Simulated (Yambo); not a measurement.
A G0W0@PBEsol run in Yambo for CaCd₂P₂ (space group P-3m1, No. 164) (3×3×2 Γ-centred k mesh, bands 19 to 262 and a 6 Ry block in the screening, 262 bands in G with the Bruneval-Gonze terminator, plasmon pole fitted at 27.2 eV) gives these matrix elements, in eV, at the band edges (Γ → Γ):

```csv
state,E0,<Vxc>,<Σx>,<Σc(E0)>,Z
valence edge,0.000,-13.149,-15.064,1.364,0.781
conduction edge,0.731,-10.826,-6.632,-3.854,0.794
```

### Question
Solve the linearised quasiparticle equation for both states, give the gap, and say how exchange and correlation each act on it.

### Answer
E = E0 + Z(Σx + Σc − Vxc). Valence: 0.000 + 0.781 × (-15.064 + (1.364) − (-13.149)) = -0.43 eV. Conduction: 0.731 + 0.794 × (-6.632 + (-3.854) − (-10.826)) = 1.00 eV. The gap is 1.43 eV, against 0.73 eV in PBEsol. Replacing Vxc by bare exchange alone would open it by 6.11 eV; correlation takes back 5.22 eV of that, and Z scales what is left. Nearest settings tried, and what they do to the gap: 180 bands in W, 180 bands in G: +30 meV; 3 Ry block (73 vectors against 209): -114 meV; 3×3×1 mesh: -85 meV. So the settings aren't converged at that level. The k mesh is coarse. 

Spin-orbit coupling is included.

Geometry of the Materials Project entry, not relaxed at this level; primitive cell a = 4.2923 Å, b = 4.2923 Å, c = 7.0555 Å, α = 90.00°, β = 90.00°, γ = 120.00°.
